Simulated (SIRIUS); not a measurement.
Set-up for a self-consistent single point of TiO₂ (P-1, 6 atoms in the cell; from Materials Project mp-34688, changed as shown).

```xyz
6
Lattice="2.6719 -2.6725 0.0000 2.6454 2.6460 0.0000 -2.5745 0.0000 4.6892" Properties=species:S:1:pos:R:3 pbc="T T T"
Ti     2.0053     1.9328     1.1723
Ti     0.7374    -1.9592     3.5169
O     -0.5978    -0.6503     3.1284
O      3.3406     0.6239     1.5608
O      2.0597    -0.6657     3.9054
O      0.6830     0.6392     0.7838
```

All values come from this method and carry its errors: LDA (PW92), PseudoDojo 0.4 standard norm-conserving LDA (tails mended) pseudopotentials (plane waves; SIRIUS 7.12.0).

SIRIUS settings:

```
key                                                                                                           value
--------------------------------------  ---------------------------------------------------------------------------
parameters.ngridk                                                                                             5 5 3
parameters.xc_functionals                                                                   [XC_LDA_X, XC_LDA_C_PW]
parameters.gk_cutoff                                                                                   9.165 1/bohr
parameters.pw_cutoff                                                                                  18.331 1/bohr
parameters.smearing                                                                                        gaussian
parameters.smearing_width                                                                            0.000734986 Ha
potentials                              PseudoDojo 0.4 standard norm-conserving LDA (tails mended) pseudopotentials
parameters.electronic_structure_method                                                              pseudopotential
parameters.num_bands                                                                                             29
parameters.num_mag_dims                                                                                           0
parameters.num_dft_iter                                                                                         100
parameters.energy_tol                                                                                      1e-07 Ha
parameters.density_tol                                                                                        1e-06
mixer.type                                                                                                 anderson
mixer.beta                                                                                                      0.7
mixer.use_hartree                                                                                              true
```

Results:

Number of valence electrons: 48
Number of bands: 29
Number of k-points after the program's reduction: 38
Number of plane waves (most at a k-point): 5841
Number of SCF iterations: 18
FFT grid: 45 × 45 × 64
Free energy E − TS: -5036.8460 eV
Pressure: -1.22 GPa
Largest force (vector length): 0.276 eV/Å

Forces (eV/Å):
| atom | Fx | Fy | Fz |
|---|---|---|---|
| Ti1 | 0.043 | 0.103 | 0.253 |
| Ti2 | -0.043 | -0.103 | -0.253 |
| O3 | -0.036 | 0.015 | 0.034 |
| O4 | 0.036 | -0.015 | -0.034 |
| O5 | 0.030 | 0.020 | -0.030 |
| O6 | -0.030 | -0.020 | 0.030 |

Stress (GPa, positive for compression):
```
-1.91   2.31  -0.26
 2.31  -1.95   0.27
-0.26   0.27   0.18
```

For comparison: a first run was changed to give this one (lattice vector a scaled by 1.01), and from it to this one the free energy rises by 1.2 meV/atom, the pressure goes from 1.09 to -1.22 GPa and the largest force goes from 0.136 to 0.276 eV/Å.

The structure comes from a collection of computed structures, made at another level of theory; the collection holds predicted forms beside known ones. Its lattice was then scaled.

Cost on one core: about 5 core-minutes (a rough figure).

“Tails mended”: in these copies of the files the far tail of each local potential was reset to the Coulomb form.
